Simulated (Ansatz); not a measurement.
One relaxed cell of BaH$_{5}$BrO$_{3}$ at several levels

A database entry relaxed whole under r2SCAN at zero pressure (P4/nmm, No. 129):

```yaml
crystal:
  lattice:
    - [4.58140, 0.00000, 0.00000]
    - [0.00000, 4.58140, 0.00000]
    - [0.00000, 0.00000, 11.84506]
  atoms:
    - { symbol: Ba, position: [0.50000, 0.00000, 0.19113] }
    - { symbol: Ba, position: [0.00000, 0.50000, 0.80887] }
    - { symbol: H, position: [0.00000, 0.50000, 0.51143] }
    - { symbol: H, position: [0.50000, 0.00000, 0.48857] }
    - { symbol: H, position: [0.00000, 0.17819, 0.37533] }
    - { symbol: H, position: [0.32181, 0.50000, 0.37533] }
    - { symbol: H, position: [0.00000, 0.82181, 0.37533] }
    - { symbol: H, position: [0.67819, 0.50000, 0.37533] }
    - { symbol: H, position: [0.50000, 0.32181, 0.62467] }
    - { symbol: H, position: [0.82181, 0.00000, 0.62467] }
    - { symbol: H, position: [0.50000, 0.67819, 0.62467] }
    - { symbol: H, position: [0.17819, 0.00000, 0.62467] }
    - { symbol: Br, position: [0.00000, 0.50000, 0.09683] }
    - { symbol: Br, position: [0.50000, 0.00000, 0.90317] }
    - { symbol: O, position: [0.00000, 0.00000, 0.32568] }
    - { symbol: O, position: [0.50000, 0.50000, 0.32568] }
    - { symbol: O, position: [0.50000, 0.50000, 0.67432] }
    - { symbol: O, position: [0.00000, 0.00000, 0.67432] }
    - { symbol: O, position: [0.00000, 0.50000, 0.43031] }
    - { symbol: O, position: [0.50000, 0.00000, 0.56969] }
```

Its volume is 12.43 Å³ an atom, +2.2 % against the entry's 12.17, a cell as deposited in COD (1991).

Single points on this cell with plane-wave PAW DFT (Ansatz 0.2.0; r2SCAN 500 eV, hybrids 420 eV; fermi-dirac occupations of width 0.020 eV; no moments): r2SCAN on a 6×6×4 Γ-centred mesh; r2SCAN with spin-orbit coupling on a 6×6×2 Γ-centred mesh; HSE06 on a 4×4×2 Γ-centred mesh; PBE0 on a 4×4×2 Γ-centred mesh.

Question: How do gap, pressure and charges move from level to level?

Answer: The runs give:

```csv
level,"gap (eV), or kind",pressure (GPa),Bader charge of Ba (e),Bader charge of H (e),Bader charge of Br (e),Bader charge of O (e)
r2SCAN,5.48,0.0,+1.63,+0.62,-0.79,-1.31
r2SCAN with spin-orbit coupling,5.40,0.0,+1.63,+0.62,-0.79,-1.31
HSE06,6.31,0.1,+1.64,+0.62,-0.79,-1.32
PBE0,7.03,0.0,+1.64,+0.62,-0.79,-1.33
```

Under r2SCAN the gap is 5.48 eV, over mesh and band path. HSE06 moves it by +0.83 eV and PBE0 by +1.56 eV; PBE0 keeps its exact exchange at long range, which widens the gap over HSE06's by 0.72 eV on their common mesh. Spin-orbit coupling moves the r2SCAN gap by -0.08 eV.

Caveats: the relaxation kept the start's symmetry; HSE06 is read on its mesh and at the zone's corners, PBE0 on its mesh alone; hybrid pressures are good to a few tenths of a GPa; no dispersion correction, so weakly bound layers or chains stand too far apart and gaps read wide; pressure is positive in compression.
